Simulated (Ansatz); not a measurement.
C:
Space group P4₃2₁2 (No. 96); a = b = 3.7956 Å, c = 4.6722 Å, α = β = γ = 90.00°

| atom | site | symmetry | x | y | z |
|---|---|---|---|---|---|
| C | 4a | ..2 | 0.4240 | 0.4240 | 0.0000 |
| C | 8b | 1 | 0.3330 | 0.1211 | 0.2164 |

Relaxed with r²SCAN. r²SCAN (plane waves, PAW; program Ansatz) gives a gap of 5.37 eV.

Problem. What gap does HSE06 give on the same cell (Ansatz, PAW)?

Solution. 6.26 eV, 0.90 eV more. The hybrid was solved on a coarser mesh and at special points; the gap given is the minimum over both.

```tsv
k	v1 r²SCAN	c1 r²SCAN	v1 HSE06	c1 HSE06
Γ	-0.54	5.37	-0.61	6.26
Z	-1.66	5.38	-1.74	6.27
M	-0.45	5.69	?	?
A	-1.88	6.04	?	?
R	-0.95	5.59	?	?
X	-0.49	6.56	?	?
```

Problem. Top valence (v1) and lowest conduction level (c1) in eV from each method's valence maximum (which need not be a listed point): supply the withheld HSE06 values.

Solution. 
- R, v1 HSE06: -0.98
- R, c1 HSE06: 6.57
- X, v1 HSE06: -0.51
- X, c1 HSE06: 7.58
- A, v1 HSE06: -1.97
- A, c1 HSE06: 6.98
- M, v1 HSE06: -0.46
- M, c1 HSE06: 6.65

Cost on shared cores: the r²SCAN run (SCF on a 7×7×6 mesh, then bands and DOS) about 2.4 core-minutes (a rough figure), the HSE06 run (SCF on 4×4×4, then a few points) roughly 2.2 core-minutes; the tasks are unlike.

Space group P4_32_12. The start of the workflow was typed in or built on a structure type; neither database checked (COD, Materials Project) lists it. It is not the phase usual at ambient conditions (space group No. 194, 227). The r²SCAN relaxation kept the symmetry of its start; its stability against distortions is not shown here.

Potentials: the later of the program's two PAW sets.
